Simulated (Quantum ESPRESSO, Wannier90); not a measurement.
## Wannier functions of ZnCdS2 (P3m1)

```yaml
crystal:
  lattice:
    - [4.01080, 0.00000, 0.00000]
    - [-2.00540, 3.47345, 0.00000]
    - [0.00000, 0.00000, 6.63060]
  atoms:
    - { symbol: Zn, position: [0.00000, 0.00000, 0.99976] }
    - { symbol: Cd, position: [0.33333, 0.66667, 0.50562] }
    - { symbol: S, position: [0.33333, 0.66667, 0.89201] }
    - { symbol: S, position: [0.00000, 0.00000, 0.35460] }
```

Cell from Materials Project (mp-1215475), symmetrised, no further relaxation. Not found in the COD (Crystallography Open Database) copy used; not checked further. Computed values, not measurements, from PBEsol: Quantum ESPRESSO (norm-conserving PseudoDojo potentials, cutoff 82 Ry, no spin polarisation, no spin-orbit coupling) on a Γ-centred 6×6×4 mesh, then Wannier90. Density: 12×12×6 mesh, cold smearing 0.01 Ry.

Energies are relative to the valence-band maximum.

**Bands.** A Kohn-Sham gap of 1.18 eV opens above band 26. 8 filled groups are cut off by gaps; the highest, bands 21–26, spans -4.79 to 0.00 eV and is S 3p 79 %, Cd 5s 5 %, Zn 4s 4 %.

**Valence functions.** The best of several starts gives 8 functions with Ω_total = 16.94 Å², 96 % of it gauge-invariant: 4 of 2.10 Å² at 0.66 Å from S; 3 of 2.08 Å² at 0.62 Å from S; 1 of 2.30 Å² at 0.60 Å from S.

**Model.** 16 functions (Zn sp, Cd sp, S sp) from bands 9-10,21-48, frozen to 2.68 eV, reach Ω_I = 24.47 Å² and follow pw.x to 2.3 meV rms (states up to 2.2 eV relative to the valence-band maximum). Bands 11–15 (Cd 4d 93 %), 16–20 (Zn 3d 93 %) lie between the kept ones and are excluded.

**Frozen window.** Edge, Ω_I and misfit go -0.3 eV, 24.44 Å², 10 meV; 0.7 eV, 24.45 Å², 7.3 meV; 2.2 eV, 24.46 Å², 2.8 meV; 2.7 eV, 24.47 Å², 2.3 meV. Ω_I never falls as the edge rises, since each frozen state takes freedom from the choice of the smoothest subspace. The edges under the compared range leave its upper states unfrozen, and their misfit is the largest.

**No window.** Without a frozen window Ω_I drops to 23.77 Å² while the misfit grows to 131 meV: a small spread is no proof of good bands.

**Outer window.** The setting "only the lowest 23 of the kept bands" raises Ω_I to 30.13 Å², as fewer states are left to mix in, and the misfit goes to 2.7 meV.
